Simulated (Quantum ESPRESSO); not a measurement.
```
CdSe
1.0
    4.30371     0.00000     0.00000
   -2.15186     3.72712     0.00000
    0.00000     0.00000     7.01885
Se Cd
2 2
Cartesian
  2.15186   1.24237   6.14754
  0.00000   2.48475   2.63811
  2.15186   1.24237   3.50942
  0.00000   2.48475   7.01884
```

Cell and atoms were relaxed with PBEsol from Materials Project entry mp-1070, within its symmetry.

### Question
What does PBEsol (pw.x of Quantum ESPRESSO, ONCV potentials, with spin-orbit coupling) give for the electronic structure near the Fermi level?

### Answer
The PBEsol gap is direct, 0.42 eV at Γ.
